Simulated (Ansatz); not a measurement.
AlN:
```cif
data_AlN
_chemical_formula_sum 'Al1 N1'
_space_group_name_H-M_alt 'P 1'
_space_group_IT_number 1
_cell_length_a 2.84604
_cell_length_b 2.84604
_cell_length_c 2.84604
_cell_angle_alpha 60.000
_cell_angle_beta 60.000
_cell_angle_gamma 60.000
loop_
_space_group_symop_operation_xyz
  'x, y, z'
loop_
_atom_site_label
_atom_site_type_symbol
_atom_site_fract_x
_atom_site_fract_y
_atom_site_fract_z
_atom_site_occupancy
Al1 Al 0.50000 0.50000 0.50000 1
N1 N 0.00000 0.00000 0.00000 1
```

Relaxed with r²SCAN+D4. 

### Question
HSE06 on this cell (Ansatz, a program for electronic structure, PAW) gives a gap of 6.18 eV. What does r²SCAN+D4 give?

### Answer
5.61 eV.

Cost on shared cores: the r²SCAN+D4 run (SCF on a 12×12×12 mesh, then bands and DOS) roughly 6 core-seconds, the HSE06 run (SCF on 9×9×9, then a few points) around 30 core-seconds (rough); the tasks are unlike.

Space group Fm-3m (rock salt). This is a known high-pressure phase of the composition, computed here at zero pressure and temperature. The cell was relaxed with r²SCAN+D4 under the symmetry of its start; whether a distortion lowers the energy is not shown. The volume moved by -38 % from the start of the relaxation.

Potentials: the earlier of the program's two PAW sets.

Ansatz is a plane-wave DFT program.
